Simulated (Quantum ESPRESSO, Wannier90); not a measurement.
# TlBiTe2 (R-3m), plane waves to Wannier functions

Structure: Materials Project mp-27438, symmetrised, not relaxed again. COD (Crystallography Open Database) has an entry of this formula and space group (matched by these alone). Method: PBEsol plane waves in Quantum ESPRESSO 7.5 (PseudoDojo norm-conserving files, 64 Ry, spinors with spin-orbit coupling), Bloch states on a 4×4×4 mesh through Γ, Wannier90 4.0.1. Density: 8×8×8 mesh, cold smearing 0.01 Ry. With spin-orbit coupling a semilocal functional can close or falsely invert a small gap; the band order was not checked against a better method.

On the energy scale of pw.x, whose zero is arbitrary, the Fermi level lies at 8.10 eV.

Input w.win:

```
num_bands = 8
num_wann = 8
exclude_bands = 9-92
spinors = true
num_iter = 1000
conv_tol = 1.0e-6
conv_window = 4
write_hr = true
write_u_matrices = true
auto_projections = true
begin unit_cell_cart
ang
   -2.2764449133    3.9429182504    0.0000000000
   -4.5528898265    0.0000000000    0.0000000000
   -2.2764449133    1.3143060835    7.9637830000
end unit_cell_cart
begin atoms_frac
Tl   0.5000000000  0.5000000000  0.5000000000
Bi   0.0000000000  0.0000000000  0.0000000000
Te   0.2593340000  0.2593340000  0.2219980000
Te  -0.2593340000 -0.2593340000 -0.2219980000
end atoms_frac
mp_grid = 4 4 4
begin kpoints
0.0000000000 0.0000000000 0.0000000000
0.0000000000 0.0000000000 0.2500000000
0.0000000000 0.0000000000 0.5000000000
... (61 more lines: the 4x4x4 mesh through Gamma)
end kpoints
```

Input of pw2wannier90.x that gives the overlap and projection files (equivalent; here they were cut from one run over all bands):

```
&inputpp
  outdir = './out'
  prefix = 'pwscf'
  seedname = 'w'
  write_amn = .true.
  write_mmn = .true.
  scdm_proj = .true.
  scdm_entanglement = 'isolated'
/
```

Output w.wout (banner and timings cut):

```
                                    ------
                                    SYSTEM
                                    ------

                              Lattice Vectors (Ang)
                    a_1    -2.276445   3.942918   0.000000
                    a_2    -4.552890   0.000000   0.000000
                    a_3    -2.276445   1.314306   7.963783

                   Unit Cell Volume:     142.96322  (Ang^3)

                        Reciprocal-Space Vectors (Ang^-1)
                    b_1     0.000000   1.593537  -0.262990
                    b_2    -1.380043  -0.796768  -0.262990
                    b_3     0.000000   0.000000   0.788970

 *----------------------------------------------------------------------------*
 |   Site       Fractional Coordinate          Cartesian Coordinate (Ang)     |
 +----------------------------------------------------------------------------+
 | tl   1   0.50000   0.50000   0.50000   |   -4.55289   2.62861   3.98189    |
 | bi   1   0.00000   0.00000   0.00000   |   -0.00000   0.00000   0.00000    |
 | te   1   0.25933   0.25933   0.22200   |   -2.27644   1.31431   1.76794    |
 | te   2  -0.25933  -0.25933  -0.22200   |    2.27644  -1.31431  -1.76794    |
 *----------------------------------------------------------------------------*
                                ------------
                                K-POINT GRID
                                ------------

             Grid size =  4 x  4 x  4      Total points =   64

 *---------------------------------- MAIN ------------------------------------*
 |  Number of Wannier Functions               :                 8             |
 |  Number of Objective Wannier Functions     :                 8             |
 |  Number of input Bloch states              :                 8             |
 |  Output verbosity (1=low, 5=high)          :                 1             |
 |  Timing Level (1=low, 5=high)              :                 1             |
 |  Optimisation (0=memory, 3=speed)          :                 3             |
 |  Length Unit                               :               Ang             |
 |  Post-processing setup (write *.nnkp)      :                 F             |
 |  Using Gamma-only branch of algorithms     :                 F             |
 *----------------------------------------------------------------------------*
 *------------------------------- WANNIERISE ---------------------------------*
 |  Total number of iterations                :              1000             |
 |  Number of CG steps before reset           :                 5             |
 |  Trial step length for line search         :             2.000             |
 |  Convergence tolerence                     :         0.100E-05             |
 |  Convergence window                        :                 4             |
 |  Iterations between writing output         :                 1             |
 |  Iterations between backing up to disk     :               100             |
 |  Write r^2_nm to file                      :                 F             |
 |  Write xyz WF centres to file              :                 F             |
 |  Write on-site energies <0n|H|0n> to file  :                 F             |
 |  Use guiding centre to control phases      :                 F             |
 |  Use phases for initial projections        :                 F             |
 *----------------------------------------------------------------------------*
 *-------------------------------- PLOTTING ----------------------------------*
 |  Plotting Hamiltonian in WF basis          :                 T             |
 *----------------------------------------------------------------------------*

 *---------------------------------- K-MESH ----------------------------------*
 +----------------------------------------------------------------------------+
 |                    Distance to Nearest-Neighbour Shells                    |
 |                    ------------------------------------                    |
 |          Shell             Distance (Ang^-1)          Multiplicity         |
 |          -----             -----------------          ------------         |
 |             1                   0.197242                      2            |
 |             2                   0.394485                      2            |
 |             3                   0.403773                      6            |
 |             4                   0.419525                      6            |
 |             5                   0.477361                      6            |
 |             6                   0.516506                      6            |
 |             7                   0.591727                      2            |
 |             8                   0.608707                      6            |
       ... (lines left out)
 +----------------------------------------------------------------------------+
 | The b-vectors are chosen automatically                                     |
 | The following shells are used:                       1,  3                 |
 +----------------------------------------------------------------------------+
 |                        Shell   # Nearest-Neighbours                        |
 |                        -----   --------------------                        |
 |                          1               2                                 |
 |                          2               6                                 |
 +----------------------------------------------------------------------------+
 | Completeness relation is fully satisfied [Eq. (B1), PRB 56, 12847 (1997)]  |
 +----------------------------------------------------------------------------+
 |                  b_k Vectors (Ang^-1) and Weights (Ang^2)                  |
 |                  ----------------------------------------                  |
 |            No.         b_k(x)      b_k(y)      b_k(z)        w_b           |
 |            ---        --------------------------------     --------        |
 |             1         0.000000    0.000000    0.197242    12.151863        |
 |             2         0.000000    0.000000   -0.197242    12.151863        |
 |             3        -0.345011   -0.199192   -0.065747     2.100267        |
 |             4         0.000000    0.398384   -0.065747     2.100267        |
 |             5        -0.345011    0.199192    0.065747     2.100267        |
 |             6         0.345011    0.199192    0.065747     2.100267        |
 |             7         0.000000   -0.398384    0.065747     2.100267        |
 |             8         0.345011   -0.199192   -0.065747     2.100267        |
 +----------------------------------------------------------------------------+
 |                           b_k Directions (Ang^-1)                          |
 |                           -----------------------                          |
 |            No.           x           y           z                         |
 |            ---        --------------------------------                     |
 |             1         0.000000    0.000000    0.197242                     |
 |             2        -0.345011   -0.199192   -0.065747                     |
 |             3         0.000000    0.398384   -0.065747                     |
 |             4        -0.345011    0.199192    0.065747                     |
 +----------------------------------------------------------------------------+

 Starting a new Wannier90 calculation ...

 Reading overlaps from w.mmn

 Reading projections from w.amn

 *------------------------------- WANNIERISE ---------------------------------*
 +--------------------------------------------------------------------+<-- CONV
 | Iter  Delta Spread     RMS Gradient      Spread (Ang^2)            |<-- CONV
 +--------------------------------------------------------------------+<-- CONV

 ------------------------------------------------------------------------------
 Initial State
  WF centre and spread    1  (  2.276347, -1.314588, -1.767173 )     0.33236047
  WF centre and spread    2  ( -2.276347,  1.314588,  1.767173 )     0.33236047
  WF centre and spread    3  (  2.276475, -1.314112, -1.766911 )     0.33276478
  WF centre and spread    4  ( -2.276475,  1.314112,  1.766911 )     0.33276478
  WF centre and spread    5  ( -2.276386,  1.314183,  1.767350 )     0.33207043
  WF centre and spread    6  (  2.276386, -1.314183, -1.767350 )     0.33207043
  WF centre and spread    7  (  2.276572, -1.314342, -1.767183 )     0.33233743
  WF centre and spread    8  ( -2.276572,  1.314342,  1.767183 )     0.33233743
  Sum of centres and spreads (  0.000000, -0.000000,  0.000000 )     2.65906621

      0     0.266E+01     0.0000000000        2.6590662136  <-- CONV
        O_D=      0.0000006 O_OD=      0.0012192 O_TOT=      2.6590662 <-- SPRD
 ------------------------------------------------------------------------------
      1    -0.357E-05     0.0042911571        2.6590626449  <-- CONV
        O_D=      0.0000002 O_OD=      0.0012160 O_TOT=      2.6590626 <-- SPRD
      2    -0.116E-05     0.0019660768        2.6590614876  <-- CONV
        O_D=      0.0000001 O_OD=      0.0012150 O_TOT=      2.6590615 <-- SPRD
      3    -0.385E-06     0.0012118428        2.6590611028  <-- CONV
        O_D=      0.0000000 O_OD=      0.0012146 O_TOT=      2.6590611 <-- SPRD
      4    -0.114E-06     0.0006798904        2.6590609888  <-- CONV
        O_D=      0.0000000 O_OD=      0.0012145 O_TOT=      2.6590610 <-- SPRD
      5    -0.331E-07     0.0003706605        2.6590609556  <-- CONV
        O_D=      0.0000000 O_OD=      0.0012145 O_TOT=      2.6590610 <-- SPRD
      6    -0.786E-08     0.0001878847        2.6590609478  <-- CONV
        O_D=      0.0000000 O_OD=      0.0012145 O_TOT=      2.6590609 <-- SPRD
             <<<     Delta < 1.000E-06  over  4 iterations     >>>
             <<< Wannierisation convergence criteria satisfied >>>
 Final State
  WF centre and spread    1  (  2.276347, -1.314588, -1.767173 )     0.33235976
  WF centre and spread    2  ( -2.276347,  1.314588,  1.767173 )     0.33235976
  WF centre and spread    3  (  2.276475, -1.314112, -1.766911 )     0.33276431
  WF centre and spread    4  ( -2.276475,  1.314112,  1.766911 )     0.33276431
  WF centre and spread    5  ( -2.276386,  1.314183,  1.767350 )     0.33206953
  WF centre and spread    6  (  2.276386, -1.314183, -1.767350 )     0.33206953
  WF centre and spread    7  (  2.276572, -1.314342, -1.767183 )     0.33233687
  WF centre and spread    8  ( -2.276572,  1.314342,  1.767183 )     0.33233687
  Sum of centres and spreads (  0.000000, -0.000000,  0.000000 )     2.65906095

         Spreads (Ang^2)       Omega I      =     2.657846436
        ================       Omega D      =     0.000000000
                               Omega OD     =     0.001214511
    Final Spread (Ang^2)       Omega Total  =     2.659060948
```
